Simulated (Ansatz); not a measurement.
Starting cell, WSe2 (2H-MoS2 type, space group P6_3/mmc):

```yaml
crystal:
  lattice:
    - [3.29989, 0.00000, 0.00000]
    - [-1.64994, 2.85779, 0.00000]
    - [0.00000, 0.00000, 13.15129]
  atoms:
    - { symbol: W, position: [0.33333, 0.66667, 0.25000] }
    - { symbol: W, position: [0.66667, 0.33333, 0.75000] }
    - { symbol: Se, position: [0.33333, 0.66667, 0.62336] }
    - { symbol: Se, position: [0.66667, 0.33333, 0.12336] }
    - { symbol: Se, position: [0.66667, 0.33333, 0.37664] }
    - { symbol: Se, position: [0.33333, 0.66667, 0.87664] }
```

Scan: atom 1 (W, nearest neighbour Se at 2.531 Å; its periodic images, 3.3 Å or more away, move with it) is displaced along Cartesian x, direction (1.000, 0.000, 0.000) in Cartesian axes, by s. The other atoms stay.

All values below come from r2SCAN+rVV10 (plane waves to 500 eV, PAW, scalar-relativistic; Ansatz, a program for electronic structure). k mesh 9×9×2 (Γ-centred), Fermi-Dirac smearing 0.05 eV. E stands for the smeared free energy. As the smearing reaches across the gap at some points, energies and forces of such displacements shift with the k mesh and the smearing. Spin-orbit coupling is left out, though W is heavy. WSe2 is run without spin polarisation. WSe2 was relaxed with its symmetry unable to fall. ΔE is measured from the undisplaced structure. The last digit holds for this mesh only.

| s (Å) | ΔE (meV/cell) |
|---|---|
| -0.510 | 2242.9 |
| -0.408 | 1505.7 |
| -0.306 | withheld |
| -0.204 | 394.4 |
| -0.102 | 99.6 |
| 0.000 | 0.0 |
| 0.102 | 99.6 |
| 0.204 | 394.4 |
| 0.306 | withheld |
| 0.408 | 1505.7 |
| 0.510 | 2242.9 |

### Question
Fit an even polynomial form (powers 2, 4, 6) to the given rows and predict ΔE at s = -0.306.

### Answer
Least squares on the 9 given rows: ΔE = (9589)·s² + (-2477)·s⁴ + (-4756)·s⁶, in meV/cell with s in Å; root-mean-square residual 0.07 meV/cell. At -0.306 the fit gives 872.3 meV/cell; the calculation gives 870.9 meV/cell, so the interpolation is off by 1.4 (+0.2 %). The quadratic term alone would give 897.9 meV/cell.

(A displaced cell: forces are minus the slopes of the energy, force constants its curvatures, and phonons follow from these.)
